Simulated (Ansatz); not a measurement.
Bi2Te3 (Bi2Te3 type, space group R-3m)

```yaml
crystal:
  lattice:
    - [2.15783, 1.24582, 9.87406]
    - [-2.15783, 1.24582, 9.87406]
    - [0.00000, -2.49164, 9.87406]
  atoms:
    - { symbol: Bi, position: [0.40072, 0.40072, 0.40072] }
    - { symbol: Bi, position: [0.59928, 0.59928, 0.59928] }
    - { symbol: Te, position: [0.00000, 0.00000, 0.00000] }
    - { symbol: Te, position: [0.20741, 0.20741, 0.20741] }
    - { symbol: Te, position: [0.79259, 0.79259, 0.79259] }
```

Scan: atom 1 (Bi, nearest neighbour Te at 3.036 Å; its periodic images, 4.3 Å or more away, move with it) is displaced along Cartesian [110], direction (0.707, 0.707, 0.000) in Cartesian axes, by s. The other atoms stay.

Calculation: PBEsol-D3(BJ) (plane waves to 420 eV, PAW, scalar-relativistic; Ansatz, a first-principles code). k mesh 7×7×7 (Γ-centred), Fermi-Dirac smearing 0.05 eV. Energies are smeared free energies. Bi2Te3 was relaxed with its symmetry unable to fall. Spin-orbit coupling is left out, though Bi and Te are heavy. The PAW data are Ansatz's earlier set. The zero of ΔE is the undisplaced structure.

```json
[
 {"s (Å)": "-0.610", "ΔE (meV/cell)": "777"},
 {"s (Å)": "-0.488", "ΔE (meV/cell)": "withheld"},
 {"s (Å)": "-0.366", "ΔE (meV/cell)": "245"},
 {"s (Å)": "-0.244", "ΔE (meV/cell)": "103"},
 {"s (Å)": "-0.122", "ΔE (meV/cell)": "25"},
 {"s (Å)": "0.000", "ΔE (meV/cell)": "0"},
 {"s (Å)": "0.122", "ΔE (meV/cell)": "23"},
 {"s (Å)": "0.244", "ΔE (meV/cell)": "93"},
 {"s (Å)": "0.366", "ΔE (meV/cell)": "212"},
 {"s (Å)": "0.488", "ΔE (meV/cell)": "388"},
 {"s (Å)": "0.610", "ΔE (meV/cell)": "631"}
]
```

**Question.** Fit a polynomial form (powers 2, 3, 4) to the given rows and predict ΔE at s = -0.488.

**Answer.** Least squares on the 10 given rows: ΔE = (1600)·s² + (-322.5)·s³ + (783.8)·s⁴, in meV/cell with s in Å; root-mean-square residual 0.4 meV/cell. At -0.488 the fit gives 463 meV/cell; the calculation gives 465 meV/cell, so the interpolation is off by -2 (-0.4 %). The quadratic term alone would give 381 meV/cell.

(A displaced cell: forces are minus the slopes of the energy, force constants its curvatures, and phonons follow from these.)
